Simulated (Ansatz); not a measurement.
Starting structure of a cell relaxation (symmetry kept):

Space group Pnnm (No. 58). a = 5.025 Å, b = 6.194 Å, c = 3.745 Å, α = 90.00°, β = 90.00°, γ = 90.00°
```
atom site symmetry x y z
  Cu    2a     ..2/m  0.0000  0.0000  0.0000
  Se    4g       ..m  0.8165  0.6151  0.0000
```

Level of theory: Ansatz, DFT r2SCAN, scalar-relativistic, plane waves, PAW.

Settings: cutoff 500 eV, Γ-centred mesh 8×6×10 on the computed 6-atom cell, Gaussian smearing of 0.10 eV; no spin polarisation.

**Question.** What does it relax to?

**Answer.** The volume goes up by 0.13 Å³/atom to 19.56 Å³/atom, and the energy falls by 0.6 meV/atom. Final structure:
```
CELL_PARAMETERS angstrom
5.03691 0.00000 0.00000
0.00000 6.17880 0.00000
0.00000 0.00000 3.77076
ATOMIC_POSITIONS crystal
Cu 0.00000 0.00000 0.00000
Cu 0.50000 0.50000 0.50000
Se 0.81482 0.61423 0.00000
Se 0.18518 0.38577 0.00000
Se 0.31482 0.88577 0.50000
Se 0.68518 0.11423 0.50000
```

Cost: 1 run of about 7.7 core-minutes, on Arm Neoverse V2 (shared hosts).